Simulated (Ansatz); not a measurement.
Input and command of a plane-wave DFT calculation in Ansatz:

```yaml
crystal:
  lattice:
    - [5.612390131, 0.0, 0.0]
    - [0.0, 3.1860944702, 0.0]
    - [0.0, 0.0, 6.1159662199]
  atoms:
    - { symbol: P, position: [0.8176801351, 0.75, 0.5658870301] }
    - { symbol: P, position: [0.1823198649, 0.25, 0.4341129699] }
    - { symbol: P, position: [0.6823198649, 0.25, 0.0658870301] }
    - { symbol: P, position: [0.3176801351, 0.75, 0.9341129699] }
    - { symbol: W, position: [-0.0135432195, 0.75, 0.1876276327] }
    - { symbol: W, position: [0.0135432195, 0.25, 0.8123723673] }
    - { symbol: W, position: [0.5135432195, 0.25, 0.6876276327] }
    - { symbol: W, position: [0.4864567805, 0.75, 0.3123723673] }
basis:
  ecutwfc: 500
kpoints:
  mp_grid: { grid: [6, 12, 6] }
hamiltonian:
  xc: r2scan
scf:
  occupations: { method: gaussian, width: 0.1 }
output:
  forces: true
  stress: true
  eigenvalues: true
relax:
  adjacent_minimum: "off"
  f_tol: 0.01
  max_steps: 30
  cell: { stress_tol: 0.1, fix: [volume] }
```

```bash
ansatz run input.yaml --threads 2 --pin off --max-ram 5120MiB --backend cpu --events-out ev --progress --plain --runs-dir out
```

Processor: Intel(R) Xeon(R) Processor @ 2.50GHz (Skylake/Cascade Lake), 2 threads, on a host shared with other jobs.

Q: Estimate time, memory and problem size.

A: About 6.2 min on 2 threads of Intel(R) Xeon(R) Processor @ 2.50GHz (Skylake/Cascade Lake) (shared host), peak memory 0.96 GiB. It solves 46 bands at 112 k points (the mesh reduced by symmetry) with about 2761 plane waves, in 31 SCF iterations over 6 ionic steps.
